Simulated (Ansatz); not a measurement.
Nb2C:
```
Nb2C
1.0
   10.97210     0.00000     0.00000
    0.00000     3.09337     0.00000
    0.00000     0.00000     4.97569
Nb C
8 4
Direct
  0.29659   0.75000   0.73486
  0.70341   0.25000   0.26514
  0.20341   0.25000   0.23486
  0.79659   0.75000   0.76514
  0.54593   0.25000   0.75395
  0.45407   0.75000   0.24605
  0.95407   0.75000   0.25395
  0.04593   0.25000   0.74605
  0.37565   0.25000   0.99033
  0.62435   0.75000   0.00967
  0.12435   0.75000   0.49033
  0.87565   0.25000   0.50967
```

This is the r²SCAN-relaxed structure.

Q: All from plane-wave PAW r²SCAN (Ansatz code), unless another level is named. Estimate the electronic character.

A: metallic (no gap).

Q: And the formation energy from the elements (no fitted shifts)?

A: -592 meV/atom.

Q: Give the density of states at the Fermi level.

A: 0.18 states/eV per atom (mean over ±0.08 eV).

Q: Give the gap with spin–orbit coupling.

A: none (metallic).

Space group Pnma. The first step of the workflow began from a Materials Project structure, measured or hypothetical; the Crystallography Open Database copy checked does not list it. Whether it is the stable phase at ambient conditions was not checked. Symmetry was held in the r²SCAN relaxation; whether a distortion lowers the energy is not shown. The run is not spin-polarised. The references are the lowest solids computed at this level, not always the standard phases. Spin–orbit coupling is left out wherever it is not named.

Potentials: the later of the program's two PAW sets.
